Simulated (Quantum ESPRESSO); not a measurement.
InMo6Ta, input and log of a self-consistent run

A calculation, not a measurement. The program is pw.x of Quantum ESPRESSO 7.5 (plane-wave density functional theory). The cell is made up: eight metal atoms on a face-centred cubic lattice, with elements, volume, strain and displacements drawn at random and not relaxed, so it may be unstable or far from any real phase. PseudoDojo standard norm-conserving files set the functional (PBE unless stated); there is no spin polarisation or spin-orbit coupling, the Fermi-Dirac width of 0.25 eV means electrons at about 2900 K, and the masses in the input are unused placeholders. Heavy elements are run without spin-orbit coupling, which real alloys of them have. A spin test at this wide smearing found no moment, but such smearing suppresses magnetism that the real alloy may have.

Input:

```
&control calculation='scf', pseudo_dir='./dojo.nc.sr.pbe.v0_5.standard.upf', outdir='./o', disk_io='minimal', tprnfor=.true., tstress=.true. /
&system ibrav=0, nat=8, ntyp=3, nbnd=72, ecutwfc=79.96652505, nosym=.true., tot_charge=0,
 occupations='smearing', smearing='fd', degauss=0.0183746611
/
&electrons conv_thr=1.470e-08, electron_maxstep=70, mixing_beta=0.5 /
ATOMIC_SPECIES
In 1.0 In.upf
Mo 1.0 Mo.upf
Ta 1.0 Ta.upf
CELL_PARAMETERS angstrom
0.034 2.1164 2.0891
-0.0003 4.2438 -4.1892
-8.2026 -2.1897 2.0263
ATOMIC_POSITIONS angstrom
In 0.0371 0.065 0.0064
Mo -4.0945 -0.056 0.0302
Mo -0.0339 2.082 -2.1635
Mo -4.1485 1.981 -2.0909
Mo -6.1826 -0.0715 2.0495
Mo -1.975 2.0647 -0.0532
Ta -6.0812 2.0834 -0.0283
Mo -2.0366 4.1375 -2.1291
K_POINTS automatic
8 4 3 1 1 1
```

The log is shortened where brackets say so; the opening notice, blank lines, dates and the lines on written files are dropped, and the path of the files is cut. It prints rydbergs, bohrs and kilobars, and counts compression as positive stress. Its total energy is the free energy E - TS of the whole cell.

```
     Program PWSCF v.7.5
     Parallel version (MPI & OpenMP), running on       4 processor cores
     Number of MPI processes:                 4
     Threads/MPI process:                     1
     [start-up lines left out]
     bravais-lattice index     =            0
     lattice parameter (alat)  =       5.6200  a.u.
     unit-cell volume          =     981.4073 (a.u.)^3
     number of atoms/cell      =            8
     number of atomic types    =            3
     number of electrons       =       110.00
     number of Kohn-Sham states=           72
     kinetic-energy cutoff     =      79.9665  Ry
     charge density cutoff     =     319.8661  Ry
     scf convergence threshold =      1.5E-08
     mixing beta               =       0.5000
     number of iterations used =            8  plain     mixing
     Exchange-correlation= PBE
                           (   1   4   3   4   0   0   0)
     [axes and pseudopotential details left out]
   Cartesian axes
     site n.     atom                  positions (alat units)
         1        In     tau(   1) = (   0.0124748   0.0218561   0.0021520  )
         2        Mo     tau(   2) = (  -1.3767678  -0.0188299   0.0101547  )
         3        Mo     tau(   3) = (  -0.0113988   0.7000685  -0.7274727  )
         4        Mo     tau(   4) = (  -1.3949252   0.6661075  -0.7030611  )
         5        Mo     tau(   5) = (  -2.0788874  -0.0240417   0.6891405  )
         6        Mo     tau(   6) = (  -0.6640900   0.6942514  -0.0178884  )
         7        Ta     tau(   7) = (  -2.0447919   0.7005393  -0.0095158  )
         8        Mo     tau(   8) = (  -0.6848029   1.3912265  -0.7159058  )
     number of k points=    48  Fermi-Dirac smearing, width (Ry)=  0.0184
                       cart. coord. in units 2pi/alat
        k(    1) = (  -0.0838240   0.0883824   0.0008004), wk =   0.0416667
        k(    2) = (   0.1579155   0.0864491  -0.0011754), wk =   0.0416667
     [further k points left out]
     Dense  grid:    94671 G-vectors     FFT dimensions: (  32,  72,  96)
     Estimated max dynamical RAM per process >     321.70 MB
     Estimated total dynamical RAM >       1.19 GB
     Initial potential from superposition of free atoms
     starting charge     109.9866, renormalised to     110.0000
     Starting wfcs are   79 randomized atomic wfcs
     total cpu time spent up to now is       10.6 secs
     per-process dynamical memory:   251.4 Mb
     Self-consistent Calculation
     iteration #  1     ecut=    79.97 Ry     beta= 0.50
     Davidson diagonalization with overlap
     ethr =  1.00E-02,  avg # of iterations =  2.4
     total cpu time spent up to now is       35.1 secs
     total energy              =   -1105.57060898 Ry
     estimated scf accuracy    <       1.58228588 Ry
     iteration #  2     ecut=    79.97 Ry     beta= 0.50
     Davidson diagonalization with overlap
     ethr =  1.44E-03,  avg # of iterations =  6.7
     total cpu time spent up to now is       61.3 secs
     total energy              =   -1104.19365976 Ry
     estimated scf accuracy    <      29.63984673 Ry
     iteration #  3     ecut=    79.97 Ry     beta= 0.50
     Davidson diagonalization with overlap
     ethr =  1.44E-03,  avg # of iterations =  5.9
     total cpu time spent up to now is       86.7 secs
     total energy              =   -1105.53338509 Ry
     estimated scf accuracy    <      10.74468597 Ry
     iteration #  4     ecut=    79.97 Ry     beta= 0.50
     Davidson diagonalization with overlap
     ethr =  1.44E-03,  avg # of iterations =  2.5
     total cpu time spent up to now is      108.4 secs
     total energy              =   -1106.11748060 Ry
     estimated scf accuracy    <       0.65736564 Ry
     iteration #  5     ecut=    79.97 Ry     beta= 0.50
     Davidson diagonalization with overlap
     ethr =  5.98E-04,  avg # of iterations =  2.2
     total cpu time spent up to now is      128.8 secs
     total energy              =   -1106.07679459 Ry
     estimated scf accuracy    <       2.64593611 Ry
     [iterations 6 to 21 left out]
     iteration # 22     ecut=    79.97 Ry     beta= 0.50
     Davidson diagonalization with overlap
     ethr =  4.66E-11,  avg # of iterations =  2.0
     total cpu time spent up to now is      473.0 secs
     total energy              =   -1106.23742248 Ry
     estimated scf accuracy    <       0.00000004 Ry
     iteration # 23     ecut=    79.97 Ry     beta= 0.50
     Davidson diagonalization with overlap
     ethr =  3.59E-11,  avg # of iterations =  2.0
     total cpu time spent up to now is      494.1 secs
     total energy              =   -1106.23742247 Ry
     estimated scf accuracy    <       0.00000023 Ry
     iteration # 24     ecut=    79.97 Ry     beta= 0.50
     Davidson diagonalization with overlap
     ethr =  3.59E-11,  avg # of iterations =  2.0
     total cpu time spent up to now is      513.9 secs
     total energy              =   -1106.23742248 Ry
     estimated scf accuracy    <       0.00000004 Ry
     iteration # 25     ecut=    79.97 Ry     beta= 0.50
     Davidson diagonalization with overlap
     ethr =  3.31E-11,  avg # of iterations =  1.0
     total cpu time spent up to now is      531.7 secs
     total energy              =   -1106.23742248 Ry
     estimated scf accuracy    <       0.00000002 Ry
     iteration # 26     ecut=    79.97 Ry     beta= 0.50
     Davidson diagonalization with overlap
     ethr =  1.45E-11,  avg # of iterations =  1.0
     total cpu time spent up to now is      549.2 secs
     End of self-consistent calculation
     [lines on levels left out]
!    total energy              =   -1106.23742248 Ry
     estimated scf accuracy    <          4.6E-09 Ry
     smearing contrib. (-TS)   =      -0.15412829 Ry
     internal energy E=F+TS    =   -1106.08329419 Ry
     The total energy is F=E-TS. E is the sum of the following terms:
     one-electron contribution =    -193.40375438 Ry
     hartree contribution      =     158.89325759 Ry
     xc contribution           =    -192.75103429 Ry
     ewald contribution        =    -878.82176312 Ry
     convergence has been achieved in  26 iterations
     Forces acting on atoms (cartesian axes, Ry/au):
     atom    1 type  1   force =    -0.02548107   -0.02289598    0.00549914
     atom    2 type  2   force =     0.02207362   -0.01485451    0.01539282
     atom    3 type  2   force =    -0.00492712   -0.00137652    0.00946019
     atom    4 type  2   force =     0.02947858    0.01742713   -0.01512839
     atom    5 type  2   force =     0.03966725    0.02099340   -0.02682594
     atom    6 type  2   force =    -0.03734318    0.01883380   -0.00817500
     atom    7 type  3   force =     0.00073403   -0.01528538    0.00820553
     atom    8 type  2   force =    -0.02420210   -0.00284195    0.01157166
     Total force =     0.096151     Total SCF correction =     0.000399
     Computing stress (Cartesian axis) and pressure
          total   stress  (Ry/bohr**3)                   (kbar)     P=     -117.88
  -0.00080046  -0.00007038  -0.00000873         -117.75      -10.35       -1.28
  -0.00007038  -0.00077438   0.00012875          -10.35     -113.92       18.94
  -0.00000873   0.00012875  -0.00082916           -1.28       18.94     -121.97
     init_run     :      9.98s CPU     10.31s WALL (       1 calls)
     electrons    :    527.47s CPU    538.66s WALL (       1 calls)
     forces       :      2.75s CPU      2.78s WALL (       1 calls)
     stress       :      9.15s CPU      9.17s WALL (       1 calls)
     [timing details left out]
     PWSCF        :   9m 9.61s CPU   9m21.27s WALL
     JOB DONE.
```

In other units: free energy -15051.127 eV for the cell, pressure -11.79 GPa, largest force component 1.020 eV/Å in size. The run took 563 s of wall time with four MPI processes on a shared machine (Intel Xeon, older, virtual cores), so the time is rough. A rerun of this cell at a higher cutoff and on a denser mesh moved values by no more than 0.015 eV in energy, 0.02 GPa in stress and 0.006 eV/Å in force, and a second program with other atomic files agreed on that cell to 2 % rms in force and 0.5 GPa in pressure.